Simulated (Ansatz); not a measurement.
Input:

Si:
```cif
data_Si2
_chemical_formula_sum 'Si2'
_space_group_name_H-M_alt 'P 1'
_space_group_IT_number 1
_cell_length_a 3.84221
_cell_length_b 3.84221
_cell_length_c 3.84221
_cell_angle_alpha 60.000
_cell_angle_beta 60.000
_cell_angle_gamma 60.000
loop_
_space_group_symop_operation_xyz
  'x, y, z'
loop_
_atom_site_label
_atom_site_type_symbol
_atom_site_fract_x
_atom_site_fract_y
_atom_site_fract_z
_atom_site_occupancy
Si1 Si 0.50000 0.50000 0.50000 1
Si2 Si 0.75000 0.75000 0.75000 1
```

This is the PBEsol-relaxed structure.

Q: All from PBEsol (plane waves, PAW; program Ansatz), unless another level is named. Give the Young's modulus.

A: 151 GPa.

Q: And the elastic constants (relaxed ions, GPa)?

A: C11 = 157, C12 = 62.4, C44 = 73.5.

Space group Fd-3m (diamond). The PBEsol relaxation kept the symmetry of its start.

Potentials: the later of the program's two PAW sets.
